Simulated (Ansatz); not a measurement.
Levels of a Os(0 0 1) slab: a plane-wave DFT calculation with Ansatz.

Miller indices refer to the conventional cell of P6_3/mmc (No. 194), a = 2.753 Å, b = 2.753 Å, c = 4.351 Å, α = 90.00°, β = 90.00°, γ = 120.00°.

The slab has 6 planes, was cut to end in Os at the top (+c) and Os at the bottom, and its atoms stand where a relaxation without spin-orbit coupling left them. Listed are levels within 1.2 eV of the Fermi level, the 22 nearest at most. Weights are Löwdin projections on the datasets' atomic orbitals, as shares of the full norm: they are low for levels that spill into the vacuum or into shells that a dataset lacks. Two planes next to each face count as outer, 4 of 6 in all, so a level spread evenly over the slab has a weight near 0.67.

```xyz
6
Lattice="2.7528 0.0000 0.0000 -1.3764 2.3840 0.0000 0.0000 0.0000 25.8774" Properties=species:S:1:pos:R:3 pbc="T T T"
Os    0.0000    1.5893    7.5716
Os    1.3764    0.7947    9.6620
Os    0.0000    1.5893   11.8299
Os    1.3764    0.7947   14.0475
Os    0.0000    1.5893   16.2154
Os    1.3764    0.7947   18.3058
```

These are results of DFT PBE, scalar-relativistic, plane waves, PAW (Ansatz), not measurements.

Plane waves to 420 eV, a k mesh through Γ of 15×15×1 on the computed 6-atom cell and Gaussian smearing (0.10 eV); no spin polarisation. The cell repeats along c with a dipole correction in the vacuum.

Run with
```bash
ansatz run input.yaml --threads 2 --pin off --max-ram 5632MiB --backend cpu --events-out ev --progress --plain --runs-dir out
```

47 s on 2 threads of Arm Neoverse V1, on a shared host, peak memory 0.62 GiB

Levels at M (0.500, 0.000), in eV from the Fermi level, with weights (averaged over levels within 1.5 meV, which needn't be degenerate by symmetry):
| level | outer two planes of both faces |
| --- | --- |
| -0.839 | 0.64 |
| -0.205 | 0.56 |
| 0.376 | 0.38 |
| 1.015 | 0.22 |

Levels at Γ (0.000, 0.000), in eV from the Fermi level, with weights (averaged over levels within 1.5 meV, which needn't be degenerate by symmetry):
```
 level  levels within 1.5 meV  outer two planes of both faces
-1.141                      2                            0.52
-0.446                      2                            0.80
-0.148                      1                            0.42
 0.356                      1                            0.08
 0.530                      2                            0.62
```

Levels at K (0.333, 0.333), in eV from the Fermi level, with weights (averaged over levels within 1.5 meV, which needn't be degenerate by symmetry):
```tsv
level	levels within 1.5 meV	outer two planes of both faces
-0.890	1	0.70
0.382	1	0.84
0.961	2	0.98
```

Bands cross the Fermi level. With 6 planes the outer ones are most of the slab, so weights don't single out surface states. The work function of the top face is 5.35 eV. In a slab this thin the states of the two faces can couple and split. Spin-orbit coupling is left out, which matters for the bands of heavy elements.
